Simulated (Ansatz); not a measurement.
GeS:
```yaml
crystal:
  lattice:
    - [4.61635, 0.00000, 0.00000]
    - [-2.30817, 3.99787, 0.00000]
    - [0.00000, 0.00000, 5.57966]
  atoms:
    - { symbol: Ge, position: [0.66667, 0.33333, 0.03367] }
    - { symbol: Ge, position: [0.33333, 0.66667, 0.53367] }
    - { symbol: S, position: [0.66667, 0.33333, 0.59153] }
    - { symbol: S, position: [0.33333, 0.66667, 0.09153] }
```

Relaxed with PBE. Special points in fractions of this cell's reciprocal vectors: Γ (0.000, 0.000, 0.000); M (0.500, 0.000, 0.000); K (0.333, 0.333, 0.000); A (0.000, 0.000, 0.500); L (0.500, 0.000, 0.500); H (0.333, 0.333, 0.500).

Question: List the band energies nearest the valence-band maximum at these points for DFT-PBE in the program Ansatz with PAW potentials.

Answer: In eV from the valence-band maximum; about four levels below and three above (degenerate sets whole), none deeper than 8.9 eV; points with the same levels are listed once.

| k | below | above |
|---|---|---|
| Γ | -3.97 -3.97 -2.55 -2.43 -2.43 | 1.08 1.08 2.95 2.95 |
| M | -3.88 -2.77 -2.29 -0.62 | 2.41 2.99 3.49 |
| K | -4.39 -4.39 -3.21 -0.47 -0.47 | 2.56 2.56 2.78 |
| A | -3.28 -3.28 -3.28 -3.28 -1.77 -1.77 | 1.67 1.67 1.67 1.67 |
| L | -2.78 -2.78 -0.91 -0.91 | 1.51 1.51 3.13 3.13 |
| H | -2.34 -2.34 0.00 0.00 | 1.47 1.47 2.31 2.31 |

Space group P6_3mc (wurtzite). The cell is a constructed one: a structure type filled with these elements; neither database checked (COD, Materials Project) lists it. COD files the formula under space group No. 62, so this cell is another polymorph or a model. Its standing as an ambient phase is unchecked. The PBE relaxation kept the symmetry of its start; whether a distortion lowers the energy is not shown. Scalar-relativistic: spin–orbit coupling is off unless named, which matters more the heavier the elements.

Potentials: the later of the program's two PAW sets.
